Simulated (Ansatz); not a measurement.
## Cs2Ge3, before and after

Recipe of this trial structure of Cs2Ge3: random cell by space group and Wyckoff sites (P-6m2, No. 187). The dimensions are guesses.

start:

Space group P-6m2 (No. 187). a = 4.142 Å, b = 4.142 Å, c = 7.877 Å, α = 90.00°, β = 90.00°, γ = 120.00°
```csv
atom,site,symmetry,x,y,z
Cs,1a,-6m2,0.0000,0.0000,0.0000
Cs,1b,-6m2,0.0000,0.0000,0.5000
Ge,2i,3m.,0.6667,0.3333,0.2519
Ge,1c,-6m2,0.3333,0.6667,0.0000
```

Level of theory: DFT PBE, scalar-relativistic, plane waves, PAW in Ansatz. Cutoff 420 eV, Gaussian smearing, Γ-centred meshes. Cell and atoms relax first on a coarse mesh and then on a finer one. In between, the cell is made exact in the group found at 0.06 Å. In metals the finer mesh still leaves noise of several meV/atom or more. The steps can't lower the symmetry of their start. No spin polarisation.

end:

Space group P-6m2 (No. 187). a = 5.685 Å, b = 5.685 Å, c = 7.942 Å, α = 90.00°, β = 90.00°, γ = 120.00°
| atom | site | symmetry | x | y | z |
| --- | --- | --- | --- | --- | --- |
| Cs | 1a | -6m2 | 0.0000 | 0.0000 | 0.0000 |
| Cs | 1b | -6m2 | 0.0000 | 0.0000 | 0.5000 |
| Ge | 2i | 3m. | 0.6667 | 0.3333 | 0.1510 |
| Ge | 1c | -6m2 | 0.3333 | 0.6667 | 0.0000 |

The symmetry stays P-6m2 (No. 187). The volume per atom grows by 90.0 %, from 23.4 to 44.5 Å³. The shortest distance goes from 2.39 Å (Cs–Ge) to 2.40 Å (Ge–Ge). The ratio c/a of the conventional cell changes by a factor of 0.73. The energy falls by about 1.8 eV/atom (the start's value is from the coarse mesh).

For Cs2Ge3, the volume per atom is 44.46 Å³. The density is 3.61 g/cm³ and the formation energy is +0.35 eV/atom. The gap on the 12×12×6 mesh of the 5-atom cell is 0 eV (the bands overlap slightly).

The zero of energy is the elements' standard structures at the same level; no fitted shifts are applied. A positive value: parting into the elements would lower its energy.

The last run used Gaussian smearing of 0.10 eV. The zero gap may come from the functional, which often closes small gaps, or the cell may be a true semimetal. A structure relaxed within its symmetry needn't be a true minimum. In all, the 3 runs took 4.7 min on 1 thread of Intel(R) Xeon(R) Platinum 8488C (Sapphire Rapids), on a shared host. Another cell of Cs2Ge3 relaxed alike, in Immm, lies 0.37 eV/atom lower, so this cell isn't the stable form at this level.
